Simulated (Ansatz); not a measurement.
**Band structure of TiAgHg$_{2}$**

```
Ti Ag Hg
1.0
     4.15000    0.00000    0.00000
     0.00000    4.15000    0.00000
     0.00000    0.00000    4.06000
Ti Ag Hg
1 1 2
Direct
  0.50000 0.50000 0.00000
  0.00000 0.00000 0.00000
  0.00000 0.50000 0.50000
  0.50000 0.00000 0.50000
```

Atoms are numbered in the order listed.

The cell comes from COD entry 1509376, which wasn't checked; take it as a given geometry.

Spin polarisation is left out, and whether a magnetic state lies lower isn't shown here.

No spin–orbit coupling, which matters for the heavy atoms here.

Method: DFT, PBEsol, all-electron LAPW, scalar-relativistic (Ansatz 0.2.0).

Sampling and basis: a Γ-centred 8×8×8 k mesh, Fermi–Dirac smearing of 0.03 eV, basis error target 1 meV/atom, no spin polarisation.

Points in fractions of the reciprocal vectors of this cell: Γ (0, 0, 0), X (0, 0.5, 0), M (0.5, 0.5, 0), Z (0, 0, 0.5), R (0, 0.5, 0.5), A (0.5, 0.5, 0.5). The path runs Γ–X–M–Γ–Z–R–A–Z–X. Energies are in eV from the Fermi level; (×n) counts levels within 4 meV of each other, which need not be degenerate by symmetry.

Task: Is there a gap?

Result: none: with an odd electron count and no spin polarisation the bands can't all be full, a metal in this set-up (in compounds, spin order or a distortion in a larger cell can open a gap).

Task: List the levels between -5 and 5 eV at the symmetry points.

Result: 
Γ: -4.84, -4.48, -4.38, -3.78 (×2), -0.17, 0.14 (×2), 0.37, 0.58, 1.49 (×2), 1.50, 4.01
X: -4.78, -4.73, -4.44, -4.31, -3.79, -0.26, -0.14, 0.05, 0.91, 1.40, 4.06, 4.76
M: -4.54, -4.09, -3.31 (×2), -2.93, 0.20 (×2), 0.93, 1.89, 2.19
Z: -4.21, -0.40 (×2), 0.11, 0.98, 1.41, 1.86
R: -4.66, -4.64, -4.49, -2.67, -2.37, -1.52, 0.07, 0.33, 1.03, 1.94, 2.16
A: -4.75 (×2), -4.72, -4.57, -4.02, -2.09, -1.82, -1.56 (×2), -1.27 (×2), -0.31, 1.39, 1.43, 3.05 (×2), 4.38
